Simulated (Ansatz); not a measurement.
Ansatz input file:

```yaml
crystal:
  lattice:
    - [4.071, 0.0, 0.0]
    - [0.0, 4.071, 0.0]
    - [0.0, 0.0, 4.071]
  atoms:
    - { symbol: K, position: [0.0, 0.0, 0.0] }
    - { symbol: Co, position: [0.5, 0.5, 0.5], spin: 2.8 }
    - { symbol: F, position: [0.0, 0.5, 0.5] }
    - { symbol: F, position: [0.5, 0.0, 0.5] }
    - { symbol: F, position: [0.5, 0.5, 0.0] }
basis:
  ecutwfc: 420
kpoints:
  mp_grid: { grid: [10, 10, 10] }
hamiltonian:
  xc: pbesol
scf:
  occupations: { method: gaussian, width: 0.1 }
output:
  forces: true
  stress: true
  eigenvalues: true
  populations: true
magnetization:
  spin_polarized: true
```

Run as
```bash
ansatz run input.yaml --threads 1 --pin off --max-ram 2560MiB --backend cpu --events-out ev --progress --plain --runs-dir out
```

Method: Ansatz 0.2.0, DFT PBEsol, scalar-relativistic, plane waves, PAW.

Abridged output (final results; tables in files aren't shown):

```
SCF 1 converged in 15 iterations: F = -9012.626388 eV  dr2 = 6.74e-10
the search or the solves at the SCF's close seem to have found levels that the self-consistency loop had missed (the run counts 1). By its estimate they hold under 1e-12 electrons; where the run keeps them, the occupations were computed again with them
SCF converged after 15 iterations
Magnetization: 3.0000 μB (25.0000 up, 22.0000 down)
Absolute magnetization: 3.0231 μB (∫|ρ↑−ρ↓|, with the PAW one-centre terms)
Spin contamination: 0.0048 ħ² per cell (⟨S²⟩ above its minimum at these occupations)
Per-site moments (μB) at R_I (Å): [(-0.00116101, 1.18743557), (2.55926556, 0.83964375), (0.09294254, 0.83964375), (0.09294254, 0.83964375), (0.09294254, 0.83964375)]
Free energy (F): -9012.626388 eV
Harris-Foulkes:  -9012.626388 eV  (|F-HF|=2.08e-9)
Internal energy: -9012.597725 eV  (E = F + TS)
E sigma→0 (E₀):  -9012.612057 eV
Entropy (-TS):   -0.028664 eV (-5.733 meV/atom)
Fermi energy:    6.981056 eV
--- Per-component energies (eV) ---
  E_band       = -596.643153
  E_kinetic    = 1312.081926
  E_local      = -6444.431314  (includes V_loc(G=0)·N_el)
  E_nonlocal   = 704.884943
  E_hartree    = 2607.433532
  E_xc         = -522.000683
  E_vxc        = -665.633627  (∫ρ·V_xc dr)
  E_paw        = -2829.277540  (= ΣΔE_a)
  E_vpaw       = -718.419428  (= ΣTr[D̂ρ^β])
  E_aug_tail   = 0.006615  (compensation charges beyond the density's cutoff)
  E_ewald      = -3841.718838
  E_core_change = 0.423632  (= ΣΔE_core)
  E_smearing   = -0.028664  (= −TS)
--- Forces (eV/Å), atoms counted from 1 ---
  atom   1  K      0.00000000     0.00000000     0.00000000
  atom   2  Co     0.00000000     0.00000000     0.00000000
  atom   3  F      0.00000000     0.00000000     0.00000000
  atom   4  F      0.00000000     0.00000000     0.00000000
  atom   5  F      0.00000000     0.00000000     0.00000000
--- Stress (GPa, compression-positive) ---
       -2.311504       0.000000       0.000000
        0.000000      -2.311504       0.000000
        0.000000       0.000000      -2.311504
  P = ⅓ Tr σ = -2.3115 GPa (-23.115 kbar)
--- Band table (eV; the first three rows and the last of 112) ---
  k-point 0 ↑: bands = ["-89.6212", "-53.0447", "-53.0447", "-53.0447", "-22.2820", "-16.9221", "-16.3669", "-16.3669", "-5.8379", "-5.8379", "-5.8379", "0.5556", "0.5556", "0.5556", "2.4494", "2.4494", "2.4494", "2.6369", "2.6369", "2.6369", "4.1196", "4.1196", "4.2531", "4.2531", "4.2531", "9.3500", "13.2273", "13.2273", "15.2741", "15.6450"]
  k-point 1 ↑: bands = ["-89.6212", "-53.0448", "-53.0447", "-53.0447", "-22.2800", "-16.9107", "-16.3748", "-16.3663", "-5.8381", "-5.8337", "-5.8337", "0.4592", "0.5653", "0.5653", "2.3942", "2.3942", "2.4292", "2.4716", "2.6031", "2.6031", "4.1198", "4.2543", "4.3136", "4.3319", "4.3319", "9.5318", "13.3097", "13.3205", "15.3114", "15.6433"]
  k-point 2 ↑: bands = ["-89.6211", "-53.0450", "-53.0447", "-53.0447", "-22.2746", "-16.8795", "-16.3968", "-16.3646", "-5.8384", "-5.8228", "-5.8228", "0.2143", "0.5927", "0.5927", "2.1690", "2.2330", "2.2330", "2.3770", "2.5533", "2.5533", "4.1204", "4.2575", "4.5142", "4.5142", "4.6841", "10.0447", "13.5278", "13.5303", "15.4337", "15.6378"]
  k-point 55 ↓: bands = ["-86.4570", "-49.9488", "-49.9488", "-49.9488", "-22.2352", "-16.2916", "-16.2916", "-16.2916", "-5.9965", "-5.9965", "-5.9965", "-0.8799", "0.9753", "0.9753", "1.2854", "1.2854", "1.2854", "3.1494", "3.1494", "3.1494", "7.2308", "7.2308", "7.2308", "9.4736", "9.4736", "13.3070", "13.3070", "13.3070", "16.5816", "16.8192"]
--- Löwdin populations: 5 sites ---
  site symbol q [e]    m [muB]
     0      K      8.1893    -0.0003
     1     Co     15.7081     2.6613
     2      F      7.6423     0.1124
     3      F      7.6423     0.1124
     4      F      7.6423     0.1124
  spilling = 0.003740 (of n_electrons = 47.000000)
```

The run converged.

Time: 33 s on 1 thread of Arm Neoverse V1 (shared host), peak memory 0.45 GiB.

The cell holds one magnetic atom, so it can only be ferromagnetic; an antiferromagnetic order may lie lower.